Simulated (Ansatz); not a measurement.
V₂O₅ at a changed volume: Electric field gradients

The cell is a measured structure from the Crystallography Open Database (COD), relaxed with PBE at fixed cell and then changed (volume scaled by 1.02, ions relaxed).

Space group Pmmn:1 (No. 59); a = 3.5876, b = 11.5882, c = 4.3969 Å.

| site | Wyckoff | site symmetry | x | y | z |
| --- | --- | --- | --- | --- | --- |
| V | 4e | m.. | 0.0000 | 0.8517 | 0.1100 |
| O5 | 4e | m.. | 0.0000 | 0.8551 | 0.4701 |
| O9 | 4e | m.. | 0.0000 | 0.6814 | 0.9937 |
| O13 | 2a | mm2 | 0.0000 | 0.0000 | 0.0009 |

One atom of each set is listed.

All values are calculated (Ansatz; DFT, PBE, plane waves and PAW, scalar-relativistic, 420 eV cutoff, Γ-centred 7×2×6 k-points, Fermi–Dirac smearing 0.02 eV), not measured.

V_zz is the principal component of the electric field gradient with the largest magnitude, η = (V_xx − V_yy)/V_zz and C_Q = eQV_zz/h.

V-51: I = 7/2, Q = -52.00 mb; ¹⁷O: I = 5/2, Q = -25.58 mb. Nuclear quadrupole moments: year-2017 set (Pyykkö).

(1) Which values are expected at the nuclei?

## Answers

(1) 

```tsv
site	atoms	first shell	V_xx, V_yy, V_zz (10²¹ V/m²)	η	C_Q (MHz)
V	4	5 O at 1.58–2.04 Å	0.38, 0.46, -0.84	0.10	1.06
O5	4	1 V at 1.58 Å	0.18, 1.04, -1.22	0.70	0.754
O9	4	3 V at 1.89–2.04 Å	0.78, 4.45, -5.23	0.70	3.23
O13	2	2 V at 1.78 Å, angle 149°	3.00, 3.05, -6.05	0.01	3.74
```

At O13 V_zz points along the bisector of its two bonds (within 1°).
